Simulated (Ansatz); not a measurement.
## Cd₂HgTe₃: phonons across the zone

Level of theory: DFT PBE, scalar-relativistic, plane waves, PAW in Ansatz. Cutoff 420 eV, 12×12×4 k-points (Γ-centred), Fermi-Dirac smearing of 0.15 eV. No spin polarisation. Phonons by linear response, acoustic sum rule imposed.

Equilibrium structure at this level:
```xyz
6
Lattice="4.6906 0.0000 0.0000 -2.3453 4.0622 0.0000 0.0000 0.0000 11.4735" Properties=species:S:1:pos:R:3 pbc="T T T"
Cd    0.0000    0.0000    0.0062
Cd    2.3453    1.3541    3.8249
Hg    0.0000    2.7081    7.6497
Te    0.0000    0.0000    8.6126
Te    0.0000    2.7081    4.7689
Te    2.3453    1.3541    0.9530
```

It was reached by relaxing an invented guess, and it needn't be the stable form of this composition. In a metal, frequencies and elastic constants depend on the k mesh and the smearing, soft modes and shear constants most. Spin–orbit coupling is left out, which matters for heavy elements. The q mesh is coarse, so values between its points are rough.

Force constants from linear response on a 2×2×1 q mesh.

Question: Is the structure dynamically stable on this mesh?

Answer: Yes, on this mesh: no mode is imaginary. Between the mesh points the interpolation dips to 6i cm⁻¹.

Question: Give the frequencies (cm⁻¹; i marks imaginary ones) at the irreducible q points, in fractions of the reciprocal vectors.

Answer:
| q | star | frequencies |
| --- | --- | --- |
| 0.000 0.000 0.000 | 1 | 0 0 0 22 22 27 27 71 85 105 105 115 130 130 131 131 134 140 |
| 0.000 -0.500 0.000 | 3 | 21 25 33 34 36 41 79 94 105 116 118 124 126 130 132 134 135 138 |
